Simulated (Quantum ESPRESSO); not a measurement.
# Band energies of K2S at +1 % isotropic strain

```xyz
3
Lattice="0.0000 3.7039 3.7039 3.7039 0.0000 3.7039 3.7039 3.7039 0.0000" Properties=species:S:1:pos:R:3 pbc="T T T"
S      0.0000     0.0000     0.0000
K      5.5558     5.5558     5.5558
K      1.8519     1.8519     1.8519
```

norm-conserving PBEsol (Quantum ESPRESSO, 74 Ry, no spin-orbit coupling); path ΓXWKΓLUWLK,UX; energies in eV from the valence-band maximum.

```
k (1/Å)  point  band 8  band 9  band 10  band 11  band 12  band 13  band 14  band 15
-------  -----  ------  ------  -------  -------  -------  -------  -------  -------
0.00         Γ  -12.46   -9.59    -0.20    -0.20    -0.20     2.28     5.42     5.42
0.24            -12.45   -9.54    -0.40    -0.16    -0.16     2.83     5.25     5.57
0.48            -12.43   -9.43    -0.65    -0.07    -0.07     3.72     4.98     6.00
0.73            -12.40   -9.35    -0.75    -0.01    -0.01     3.49     5.33     6.14
0.85         X  -12.39   -9.34    -0.76     0.00     0.00     3.42     5.22     6.54
0.99            -12.39   -9.34    -0.71    -0.05     0.00     3.47     5.28     6.38
1.27         W  -12.40   -9.34    -0.39    -0.39    -0.02     3.63     5.71     5.71
1.57         K  -12.40   -9.34    -0.56    -0.21    -0.02     3.64     5.39     6.25
1.77            -12.41   -9.36    -0.43    -0.33    -0.05     3.96     5.35     5.98
1.97            -12.43   -9.42    -0.53    -0.17    -0.10     3.86     5.28     5.57
2.27            -12.45   -9.55    -0.33    -0.18    -0.17     2.67     5.40     5.46
2.47         Γ  -12.46   -9.59    -0.20    -0.20    -0.20     2.28     5.42     5.42
2.68            -12.47   -9.55    -0.34    -0.17    -0.17     2.70     5.44     5.44
2.89            -12.51   -9.46    -0.54    -0.12    -0.12     3.57     5.56     5.56
3.10            -12.56   -9.39    -0.63    -0.07    -0.07     4.36     5.23     5.73
3.21         L  -12.58   -9.38    -0.63    -0.07    -0.07     4.63     4.93     5.76
3.31            -12.53   -9.38    -0.62    -0.09    -0.06     4.50     5.00     5.80
3.52            -12.44   -9.36    -0.52    -0.24    -0.04     3.98     5.38     5.99
3.73         U  -12.40   -9.34    -0.56    -0.21    -0.02     3.64     5.39     6.25
4.03         W  -12.40   -9.34    -0.39    -0.39    -0.02     3.63     5.71     5.71
4.20            -12.42   -9.34    -0.44    -0.33    -0.03     3.76     5.61     5.80
4.37            -12.47   -9.36    -0.54    -0.20    -0.05     4.12     5.29     5.93
4.54            -12.55   -9.38    -0.62    -0.09    -0.07     4.54     4.98     5.79
4.63         L  -12.58   -9.38    -0.63    -0.07    -0.07     4.63     4.93     5.76
4.71            -12.54   -9.38    -0.62    -0.09    -0.07     4.54     4.98     5.79
4.89            -12.46   -9.36    -0.54    -0.20    -0.05     4.11     5.29     5.96
5.06            -12.40   -9.34    -0.51    -0.26    -0.02     3.75     5.42     6.15
5.14         K  -12.40   -9.34    -0.56    -0.21    -0.02     3.64     5.39     6.25
5.14         U  -12.40   -9.34    -0.56    -0.21    -0.02     3.64     5.39     6.25
5.44         X  -12.39   -9.34    -0.76     0.00     0.00     3.42     5.22     6.54
```

The PBEsol gap is indirect, 2.28 eV, from X to Γ; the smallest direct gap is 2.48 eV. Another valence extremum on the path lies within 0.02 eV, too close to call.

Geometry strained from the cell relaxed with PBEsol, atoms relaxed again.
